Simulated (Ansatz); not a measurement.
Zone-centre phonons of NbRu at 3 GPa: input and output

The calculation used DFT LDA, scalar-relativistic, plane waves, PAW in Ansatz 0.2.0.

Launched with:
```bash
ansatz run input.yaml --threads 1 --pin off --max-ram 3072MiB --backend cpu --events-out ev --progress --plain --runs-dir out
```

Input (bare energies are in eV):
```yaml
crystal:
  lattice:
    - [2.9959516389, 0.0, 0.0]
    - [0.0, 2.9959516389, 0.0]
    - [0.0, 0.0, 3.3508484315]
  atoms:
    - { symbol: Nb, position: [0.0, 0.0, 0.0] }
    - { symbol: Ru, position: [0.5, 0.5, 0.5] }
basis:
  ecutwfc: 420
kpoints:
  mp_grid: { grid: [14, 14, 12] }
hamiltonian:
  xc: lda
scf:
  occupations: { method: fermi_dirac, width: 0.15 }
output:
  eigenvalues: true
phonons:
  method: dfpt
  eigenvectors: true
```

The end of the output:
```
--- Phonons (Γ-DFPT): 4 representative perturbations + reference, on 448 of 2352 k-points (Σ response iterations 12) ---
  k mesh reduced under 8 symmetry operations, with k and −k counted as one. Each operation leaves every solved displacement unchanged or reverses it
  ASR residual: 2.299e-3 → 0.000e0 eV/Å²; symmetrization residual: 2.447e-5 eV/Å²
  ASR residual per site (eV/Å²): 2.02e-3 2.30e-3
  Γ frequencies (cm⁻¹): 0.00 0.00 0.00 152.69 164.95 164.95
  non-analytic LO–TO correction: not included (Born effective charges unavailable; polar crystals: no LO–TO splitting at Γ)
```

The run took 110 s on 1 thread of Arm Neoverse V1 (shared host), peak memory 0.98 GiB.

In a metal, frequencies and elastic constants depend on the k mesh and the smearing, soft modes and shear constants most.